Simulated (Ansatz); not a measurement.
ZrGe$_{2}$:
Space group Fm-3m (No. 225); a = b = c = 6.480 Å, α = β = γ = 90.00°

| atom | site | symmetry | x | y | z |
|---|---|---|---|---|---|
| Zr | 4a | m-3m | 0.0000 | 0.0000 | 0.0000 |
| Ge | 8c | -43m | 0.2500 | 0.2500 | 0.2500 |
(The calculation used a cell of 3 atoms; values per cell refer to that cell.)

This is the PBE-relaxed structure.

### Question
All from PBE (plane waves, PAW; program Ansatz), unless another level is named. Predict the electronic character.

### Answer
metallic (no gap).

### Question
Next, the density of states at the Fermi level?

### Answer
0.99 states/eV per atom (mean over ±0.08 eV).

### Question
Next, the formation energy from the elements (no fitted shifts)?

### Answer
0.052 eV/atom.

The cell is a constructed one: a structure type filled with these elements; neither database checked (COD, Materials Project) lists it. COD files the formula under space group No. 63, so this cell is another polymorph or a model. Its standing as an ambient phase is unchecked. The PBE relaxation kept the symmetry of its start; whether a distortion lowers the energy is not shown. The run is not spin-polarised. The references are the lowest solids computed at this level, not always the standard phases. Spin–orbit coupling is left out wherever it is not named.

Potentials: the later of the program's two PAW sets.
